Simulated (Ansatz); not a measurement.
**Fields on a plane of Bi2Te3 (Bi2Te3 type, space group R-3m)**

```xyz
5
Lattice="2.1578 1.2458 9.8741 -2.1578 1.2458 9.8741 0.0000 -2.4916 9.8741" Properties=species:S:1:pos:R:3 pbc="T T T"
Bi     0.0000     0.0000    11.8703
Bi     0.0000     0.0000    17.7519
Te     0.0000     0.0000     0.0000
Te     0.0000     0.0000     6.1438
Te     0.0000     0.0000    23.4784
```

The slice is a (1 -1 0 2) plane (indices of the conventional cell) through the point (0.207, 0.207, 0.207) (fractional), spanned by u = [1 0 -1] and v = [010] in vectors of this cell: u (4.32 Å) and v (10.18 Å, at 90° to u). It covers one period; positions are fractions (u, v).

Atoms on it: Te at (0.00, 0.00). Other atoms lie within 1 Å of the plane.

Calculation: PBEsol-D3(BJ) (plane waves to 420 eV, PAW, scalar-relativistic; Ansatz, a quantum-chemistry and plane-wave program). k mesh 9×9×9. Near the nuclei the fields are pseudised (PAW); where an atom keeps semicore shells as valence, they peak there. Bi2Te3 was relaxed with its symmetry unable to fall. Spin-orbit coupling is left out, though Bi and Te are heavy. The PAW data are Ansatz's earlier set.

```
|xxx0699960xx|
|xx037999730x|
|003788888730|
|677875457877|
|998620002689|
|99830xxx0389|
|9971xxxxx179|
|9972xxxxx279|
|88750xxx0578|
|777740004777|
|567776667776|
|446788888764|
|346789998764|
|456899999865|
|557899999875|
|667899999876|
|678999999987|
|888988888988|
|998876567889|
|998630003689|
|997400x00479|
|98720xxx0278|
|88620xxx0268|
|566400x00466|
|002430003420|
|xx025555520x|
|xxx0678760xx|
|xxx0589850xx|
```
Scale: ten equal steps from -1.00 (start of '0') to 8.00 (end of '9'), in the order '0123456789'. Values: electrostatic potential energy of an electron, from the cell's mean, in eV. The map has 12 points along u (one character each, u = 0 at the left) and 28 along v (v = 0 in the bottom row). Points within 1 Å of a nucleus are blanked (x), as the pseudised field means little there. Values under -1 eV are set to -1. The zero, the cell's mean, hangs on the PAW cores.

```
|xx..**@@##..  ..##@@**..|
|++##%%@@==..  ..==@@%%##|
|@@@@@@++::--==--::++@@@@|
|%%##--::++@@@@@@++::--##|
|....::**@@@@%%@@@@**::..|
|    ==@@%%##**##%%@@==  |
|  ..**@@##++--++##@@**..|
|  ..**@@##++==++##@@**..|
|....++@@%%******%%@@++..|
|..::--**%%%%%%%%%%**--::|
|--::::--++**##**++--::::|
|==--::..::::--::::..::--|
|====--..          ..--==|
|====--..          ..--==|
|++++==::          ::==++|
|##**==::          ::==**|
|####==::          ::==##|
|****--..............--**|
|==--....::------::....--|
|......::==++++++==::....|
|    ..==++******++==..  |
|  ..::++**********++::..|
|------++**********++----|
|####**++++******++++**##|
|##%%@@##++++++++++##@@%%|
|==++##@@**==--==**@@##++|
|xx..**@@%%--..--%%@@**..|
|xxxx++%%@@--  --@@%%++xx|
```
Scale: ten equal steps from 0.02 (start of ' ') to 0.64 (end of '@'), in the order ' .:-=+*#%@'. Values: electron localisation function (ELF). The map has 12 points along u (two characters each, u = 0 at the left) and 28 along v (v = 0 in the bottom row). Points within 0.5 Å of a nucleus are blanked (x), as the pseudised field means little there.
